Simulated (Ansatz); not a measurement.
PbI₂:
```yaml
crystal:
  lattice:
    - [4.55941, 0.00000, 0.00000]
    - [-2.27971, 3.94856, 0.00000]
    - [0.00000, 0.00000, 6.97132]
  atoms:
    - { symbol: Pb, position: [0.00000, 0.00000, 0.00000] }
    - { symbol: I, position: [0.33333, 0.66667, 0.27092] }
    - { symbol: I, position: [0.66667, 0.33333, 0.72908] }
```

Relaxed with PBE+D3(BJ). Special points in fractions of this cell's reciprocal vectors: Γ (0.000, 0.000, 0.000); M (0.500, 0.000, 0.000); K (0.333, 0.333, 0.000); A (0.000, 0.000, 0.500); L (0.500, 0.000, 0.500); H (0.333, 0.333, 0.500).

### Question
List the band energies nearest the valence-band maximum at these points for PBE+D3(BJ) in the plane-wave PAW code Ansatz.

### Answer
In eV from the valence-band maximum; about four levels below and three above (degenerate sets whole), none deeper than 8.9 eV; points with the same levels are listed once.

| k | below | above |
|---|---|---|
| Γ | -1.02 -1.02 -0.97 -0.97 -0.77 | 2.47 3.30 3.30 |
| M | -2.09 -1.70 -0.79 -0.40 | 2.77 3.54 4.56 |
| K | -2.32 -1.72 -1.72 -0.84 | 4.14 4.14 4.48 |
| A | -1.18 -1.18 -0.76 -0.76 0.00 | 2.18 3.10 3.10 |
| L | -1.76 -1.44 -1.21 -0.72 | 3.10 3.62 4.02 |
| H | -2.71 -0.79 -0.79 -0.16 | 3.19 3.19 4.01 |

Space group P-3m1 (CdI2 type). The cell was relaxed with PBE+D3(BJ) under the symmetry of its start; of distortions, only those at the zone centre were tested. Scalar-relativistic: spin–orbit coupling is off unless named, which matters more the heavier the elements.

Potentials: the later of the program's two PAW sets.
